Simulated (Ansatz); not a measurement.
AlGa3As4 (P-43m) under several functionals

Plane-wave DFT in Ansatz with scalar-relativistic PAW potentials. The same structure was relaxed (cell and atoms, symmetry kept) in separate runs at each level. The structure is a made-up candidate, not known to be the stable one. No spin polarisation.

Question: How do the levels LDA, PBE, PBEsol compare?

Answer:
| level | cutoff (eV) | k mesh | V (Å³/atom) | a (Å) | gap (eV) |
| --- | --- | --- | --- | --- | --- |
| LDA | 420 | 6×6×6 | 22.070 | 5.610 | 0.81 |
| PBEsol | 420 | 6×6×6 | 22.698 | 5.663 | 0.75 |
| PBE | 420 | 6×6×6 | 23.649 | 5.741 | 0.54 |

The usual order of volumes, LDA < PBEsol < PBE, holds here (22.070, 22.698, 23.649 Å³/atom). As a rule LDA overbinds; PBEsol, built on the gradient expansion of slowly varying densities, lies between LDA and PBE; PBE's stronger gradient term for exchange weakens bonds. Each gap belongs to its own cell, so it mixes the functional's effect with that of the volume; gaps are the least found on the k mesh or on a band path.

Cost: 3 runs of about 2.7 core-minutes in all, on Arm Neoverse V1, Arm Neoverse V2, Oxide Virtual Turin-like Processor (Zen 5) (shared hosts).